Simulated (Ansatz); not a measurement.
Slab of hcp Ru (10-10), 4 layers

The slab is cut from the hcp crystal, the stable phase, as relaxed on PAW files (13.77 Å³/atom), with 16 Å of vacuum and a dipole correction:

```xyz
4
Lattice="2.7212 0.0000 0.0000 0.0000 4.2960 0.0000 0.0000 0.0000 19.1421" Properties=species:S:1:pos:R:3 pbc="T T T"
Ru    0.0000    3.2220    8.0000
Ru    1.3606    1.0740    8.7855
Ru    1.3606    3.2220   10.3566
Ru    0.0000    1.0740   11.1421
```

Computed with Ansatz 0.2.0; functional PBE, scalar-relativistic. Settings: a Γ-centred 12×8×1 k mesh, Fermi–Dirac smearing of 0.1 eV, no spin polarisation. Methods: LAPW: all electrons, basis error target 1 meV/atom; PAW: frozen-core files, cutoff 420 eV.

The bulk energy comes from a cell in the slab's orientation on a 12×8×7 mesh. The surface energy is (E(slab) − N·E(bulk))/2A at zero smearing, the mean of both faces; thin slabs carry quantum-size effects.

Problem. As cut, the LAPW slab lies 4.339 eV above 4 atoms of bulk. What surface energy is that?

Solution. Over two faces of 11.69 Å² it is 185.6 meV/Å², and times 16.02 J/m² per eV/Å² that gives γ = 2.973 J/m².

Problem. What do relaxation and the other method give, and what work function comes out?

Solution. 

```csv
method,γ as cut (J/m²),γ relaxed (J/m²),Φ as cut (eV),Φ relaxed (eV)
LAPW,2.973,2.823,4.86,4.89
PAW,2.970,2.820,4.86,4.89
```

Problem. How do the spacings between the planes relax?

Solution. From the bottom face up: d12 -18.7 % of 0.786 Å, d23 0.0 % of 1.571 Å, d34 -18.7 % of 0.786 Å.

Problem. A field of 0.1 V/Å is applied along the normal, atoms held. What follows?

Solution. LAPW finds an induced dipole of 0.0395 e·Å a cell (PAW 0.0395), that is 6.11 Å for 4πα over the area, against 2.85 Å between the outer atoms.

Problem. A 3d core hole is made on one atom of each kind in every 1×1 cell (PAW hole dataset, neutral cell, valence without spin). What does it cost by layer?

Solution. layer 1 278.97 eV, layer 2 279.32 eV. Shifts between layers mean more than the absolute values, and a whole layer of holes screens otherwise than one hole.

Problem. In the relaxed 1×1 cell, replace the outer, then the middle Ru by Rh, which changes a whole layer. What shift does this Z+1 picture give?

Solution. E(outer) − E(middle) = -0.28 eV by LAPW and -0.28 eV by PAW; a positive value puts the surface line at higher binding energy.
